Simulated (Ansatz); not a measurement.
**Hf2Cd**

```
Hf Cd
1.0
    -1.53125    1.53125    6.88326
     1.53125   -1.53125    6.88326
     1.53125    1.53125   -6.88326
Hf Cd
2 1
Direct
  0.67204 0.67204 0.00000
  0.32796 0.32796 0.00000
  0.00000 0.00000 0.00000
```

Atom numbers follow the list: Hf1, Hf2, Cd3.

The cell is the one relaxed in the Materials Project (mp-1018156), not relaxed further here; entries there can be hypothetical.

No spin–orbit coupling, which matters for the heavy atoms here.

All numbers are computed: DFT, LDA, all-electron LAPW, scalar-relativistic (Ansatz 0.2.0); DFT, LDA, PAW with Ansatz's default frozen-core files, scalar-relativistic (Ansatz 0.2.0).

For LAPW: a Γ-centred 17×17×17 k mesh, Fermi–Dirac smearing of 0.05 eV, basis error target 0.5 meV/atom, no spin polarisation. PAW takes a cutoff of 420 eV at this cell (files made with PBE, cores remade for this functional). The Ansatz runs share mesh, smearing and spin set-up. Values come from LAPW unless marked.

| Quantity | Value |
| --- | --- |
| Band gap | none: bands cross the Fermi level, a metal |
| Volume per atom | 21.52 Å³ |

**Question.** Löwdin charges (with 0.55 e of the cell spilling out of the atomic basis, so their sizes and signs hang on that basis): what does the calculation give?

**Answer.** Hf1 -0.20, Cd3 0.96 e.

**Question.** Bader charges (from the PAW run): what does the calculation give?

**Answer.** Hf1 +0.32, Cd3 -0.64 e.

**Question.** Pressure at this cell: what does the calculation give?

**Answer.** -6.22 GPa.

**Question.** Largest force: what does the calculation give?

**Answer.** 0.087 eV/Å on Hf1.

**Question.** Predict this quantity. Density of states at the Fermi level (0.2 eV bin).

**Answer.** 2.03 states/eV per cell.

**Question.** Stress xx, yy, zz (compression positive): what does the calculation give?

**Answer.** -6.15, -6.15, -6.37 GPa.
